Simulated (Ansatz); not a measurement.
SrTiO₃:
```yaml
crystal:
  lattice:
    - [3.90754, 0.00000, 0.00000]
    - [0.00000, 3.90754, 0.00000]
    - [0.00000, 0.00000, 3.90754]
  atoms:
    - { symbol: Sr, position: [0.00000, 0.00000, 0.00000] }
    - { symbol: Ti, position: [0.50000, 0.50000, 0.50000] }
    - { symbol: O, position: [0.50000, 0.00000, 0.50000] }
    - { symbol: O, position: [0.00000, 0.50000, 0.50000] }
    - { symbol: O, position: [0.50000, 0.50000, 0.00000] }
```

Cartesian axes are those of the cell as given.

Task: Give the high-frequency dielectric tensor and the Born effective charge tensors of the independent atoms from DFPT, plane-wave PAW r²SCAN (Ansatz code).

Result: 
ε∞:
```
5.64  0.00  0.00
0.00  5.64  0.00
0.00  0.00  5.64
```
Z* of atom 1 (Sr), rows: field, columns: displacement, in e:
```
2.52  0.00  0.00
0.00  2.52  0.00
0.00  0.00  2.52
```
Z* of atom 2 (Ti), rows: field, columns: displacement, in e:
```
7.14  0.00  0.00
0.00  7.14  0.00
0.00  0.00  7.14
```
Z* of atom 3 (O), rows: field, columns: displacement, in e:
```
-1.99   0.00   0.00
 0.00  -5.69   0.00
 0.00   0.00  -1.99
```

Static charges for comparison (Bader): Sr1 +1.63, Ti2 +2.34, O3 -1.32 e. Born charges measure polarisation by displacement and can exceed these by far.

Space group Pm-3m (cubic perovskite). The r²SCAN relaxation kept the symmetry of its start. At this level the phase is dynamically unstable (imaginary phonons). No spin polarisation was allowed. Scalar-relativistic: spin–orbit coupling is off unless named, which matters more the heavier the elements.

Potentials: the earlier of the program's two PAW sets. The files were generated under PBE; for other functionals the program regenerates the frozen cores, and for LDA and PBEsol the local potential too.
